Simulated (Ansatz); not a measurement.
YN (rock salt, Fm-3m), a = 4.9060 Å, b = 4.9060 Å, c = 4.9060 Å, α = 90.00°, β = 90.00°, γ = 90.00°; the cell used has 2 atoms.

Relaxed with PBE.

Which orbitals make up the states near the band edges in PBE (plane waves, PAW; program Ansatz)?

Top 1 eV of the valence band: N 2p 80 %, Y 4d 16 %. Bottom 1 eV of the conduction band: Y 4d 82 %, N 2p 17 %. Projections are on Löwdin-orthogonalised atomic valence shells; empty p or d shells of many metals are not among them.

Tabulate the density of states.

States/eV per cell of 2 atoms, in 0.25 eV bins, energy from the valence-band maximum.

| E (eV) | total | N 2p | Y 4d | Y 5s |
|---|---|---|---|---|
| -7.85 | 0.00 | 0.00 | 0.00 | 0.00 |
| -7.60 | 0.00 | 0.00 | 0.00 | 0.00 |
| -7.35 | 0.00 | 0.00 | 0.00 | 0.00 |
| -7.10 | 0.00 | 0.00 | 0.00 | 0.00 |
| -6.85 | 0.00 | 0.00 | 0.00 | 0.00 |
| -6.60 | 0.00 | 0.00 | 0.00 | 0.00 |
| -6.35 | 0.00 | 0.00 | 0.00 | 0.00 |
| -6.10 | 0.00 | 0.00 | 0.00 | 0.00 |
| -5.85 | 0.00 | 0.00 | 0.00 | 0.00 |
| -5.60 | 0.00 | 0.00 | 0.00 | 0.00 |
| -5.35 | 0.00 | 0.00 | 0.00 | 0.00 |
| -5.10 | 0.00 | 0.00 | 0.00 | 0.00 |
| -4.85 | 0.00 | 0.00 | 0.00 | 0.00 |
| -4.60 | 0.00 | 0.00 | 0.00 | 0.00 |
| -4.35 | 0.00 | 0.00 | 0.00 | 0.00 |
| -4.10 | 0.00 | 0.00 | 0.00 | 0.00 |
| -3.85 | 0.21 | 0.10 | 0.08 | 0.02 |
| -3.60 | 0.43 | 0.22 | 0.15 | 0.04 |
| -3.35 | 0.75 | 0.41 | 0.24 | 0.07 |
| -3.10 | 1.27 | 0.74 | 0.36 | 0.12 |
| -2.85 | 1.35 | 0.82 | 0.34 | 0.13 |
| -2.60 | 1.34 | 0.85 | 0.29 | 0.14 |
| -2.35 | 0.95 | 0.63 | 0.20 | 0.08 |
| -2.10 | 2.11 | 1.41 | 0.60 | 0.05 |
| -1.85 | 3.65 | 2.53 | 0.98 | 0.03 |
| -1.60 | 4.73 | 3.35 | 1.14 | 0.01 |
| -1.35 | 2.61 | 1.84 | 0.66 | 0.01 |
| -1.10 | 1.80 | 1.33 | 0.41 | 0.00 |
| -0.85 | 1.46 | 1.13 | 0.27 | 0.00 |
| -0.60 | 0.99 | 0.82 | 0.13 | 0.00 |
| -0.35 | 0.27 | 0.24 | 0.03 | 0.00 |
| -0.10 | 0.07 | 0.06 | 0.00 | 0.00 |
| 0.15 | 0.00 | 0.00 | 0.00 | 0.00 |
| 0.40 | 0.03 | 0.00 | 0.02 | 0.00 |
| 0.65 | 0.09 | 0.01 | 0.08 | 0.00 |
| 0.90 | 0.14 | 0.02 | 0.11 | 0.00 |
| 1.15 | 0.20 | 0.04 | 0.16 | 0.00 |
| 1.40 | 0.25 | 0.05 | 0.20 | 0.00 |
| 1.65 | 0.30 | 0.06 | 0.24 | 0.00 |
| 1.90 | 0.36 | 0.07 | 0.28 | 0.00 |
| 2.15 | 0.41 | 0.07 | 0.33 | 0.00 |
| 2.40 | 0.48 | 0.08 | 0.38 | 0.00 |
| 2.65 | 0.55 | 0.09 | 0.43 | 0.00 |
| 2.90 | 0.66 | 0.11 | 0.52 | 0.01 |
| 3.15 | 0.79 | 0.13 | 0.62 | 0.01 |
| 3.40 | 0.80 | 0.14 | 0.62 | 0.02 |
| 3.65 | 0.88 | 0.15 | 0.68 | 0.02 |
| 3.90 | 0.88 | 0.14 | 0.69 | 0.02 |
| 4.15 | 0.81 | 0.11 | 0.64 | 0.02 |
| 4.40 | 0.91 | 0.12 | 0.70 | 0.03 |
| 4.65 | 0.99 | 0.13 | 0.75 | 0.05 |
| 4.90 | 1.10 | 0.15 | 0.82 | 0.06 |

The cell was relaxed with PBE under the symmetry of its start. No spin polarisation was allowed. Spin–orbit coupling is left out wherever it is not named.

Potentials: the later of the program's two PAW sets.
